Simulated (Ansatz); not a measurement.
**From the elastic tensor of Li₄SO to moduli and sound speeds**

Theory: Ansatz, DFT PBEsol, scalar-relativistic, plane waves, PAW. Plane waves to 420 eV; Γ-centred k mesh 9×9×9; fixed occupations. No spin polarisation.

It takes space group R-3m (No. 166, trigonal). The conventional cell has a = 3.687 Å, b = 3.687 Å, c = 17.458 Å, α = 90.00°, β = 90.00°, γ = 120.00°. Li (site symmetry 3m) has 1 O at 1.95 Å as nearest neighbours. Around Li (site symmetry 3m) lie 3 O at 2.19 Å and 3 Li at 2.37 Å and 1 S at 2.38 Å. S (site symmetry -3m) has 8 Li at 2.34 to 2.38 Å as nearest neighbours. Around O (site symmetry -3m) lie 8 Li at 1.95 to 2.19 Å.

This structure is a trial: an element of a database structure was replaced and the cell relaxed, so another structure or a mixture of phases may lie lower.

Relaxed-ion constants (GPa, on the Cartesian axes of the calculation):
C11 = 82.1, C12 = 45.9, C13 = 29.9, C14 = 3.0, C22 = 82.1, C23 = 29.9, C24 = -3.0, C33 = 117.1, C44 = 51.8, C55 = 51.8, C56 = 3.0, C66 = 18.1 GPa; the others vanish.

Density 1.838 g/cm³; 6 atoms in 68.49 Å³.

The values that follow are for a polycrystal of randomly turned grains, by Hill's mean where one number stands. In a crystal this anisotropic the Voigt and Reuss bounds lie far apart, so Hill's mean and the sound speeds and Debye temperature from it are rough.

With S = C⁻¹: B_V = (C11+C22+C33+2(C12+C13+C23))/9, G_V = (C11+C22+C33−C12−C13−C23+3(C44+C55+C66))/15, 1/B_R = S11+S22+S33+2(S12+S13+S23), 15/G_R = 4(S11+S22+S33−S12−S13−S23)+3(S44+S55+S66); Hill is their mean. Then v_l = √((B+4G/3)/ρ), v_t = √(G/ρ), v_m = [(2/v_t³+1/v_l³)/3]^(−1/3) and Θ = (ħ/k_B)·v_m·(6π²n/V)^(1/3) for n atoms in the volume V; E = 9BG/(3B+G), ν = (3B−2G)/(2(3B+G)) and A^U = 5G_V/G_R + B_V/B_R − 6.

```json
{
  "Bulk modulus, Voigt / Reuss / Hill": "54.7 / 54.4 / 54.6 GPa",
  "Shear modulus, Voigt / Reuss / Hill": "36.0 / 28.5 / 32.3 GPa",
  "Young's modulus": "81 GPa",
  "Poisson ratio": "0.253",
  "Pugh ratio B/G": "1.69",
  "Universal anisotropy index": "1.33",
  "Longitudinal and transverse sound speeds": "7287 and 4190 m/s",
  "Debye temperature from the mean sound speed": "615 K"
}
```